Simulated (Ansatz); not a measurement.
Pd:
```xyz
2
Lattice="0.0000 2.9042 2.9042 2.9042 0.0000 2.9042 2.9042 2.9042 0.0000" Properties=species:S:1:pos:R:3 pbc="T T T"
Pd     0.0000     0.0000     0.0000
Pd     1.4521     1.4521     1.4521
```

Relaxed with PBE. Special points in fractions of this cell's reciprocal vectors: Γ (0.000, 0.000, 0.000); X (0.500, 0.000, 0.500); U (0.625, 0.250, 0.625); K (0.375, 0.375, 0.750); L (0.500, 0.500, 0.500); W (0.500, 0.250, 0.750).

List the band energies nearest the Fermi level at these points for DFT-PBE in the program Ansatz with PAW potentials.

In eV from the Fermi level; about four levels below and three above (degenerate sets whole), none deeper than 8.9 eV; … stands for higher levels left out; points with the same levels are listed once.

```
k                          below                above
-  -----------------------------  -------------------
Γ  -1.29 -1.29 -1.29 -0.16 -0.16                    …
X        -1.76 -1.76 -0.14 -0.14          1.94 1.94 …
U        -1.98 -1.78 -1.68 -0.06       0.09 1.83 2.23
L        -0.99 -0.99 -0.32 -0.32          0.04 1.29 …
W        -2.17 -2.17 -1.80 -1.80  0.09 0.09 2.28 2.28
```

Space group Fd-3m (diamond). The start of the workflow was typed in or built on a structure type; neither database checked (COD, Materials Project) lists it. It is not the phase usual at ambient conditions (space group No. 225). The cell was relaxed with PBE under the symmetry of its start; its stability against distortions is not shown here. No spin polarisation was allowed. Spin–orbit coupling is left out wherever it is not named.

Potentials: the later of the program's two PAW sets.
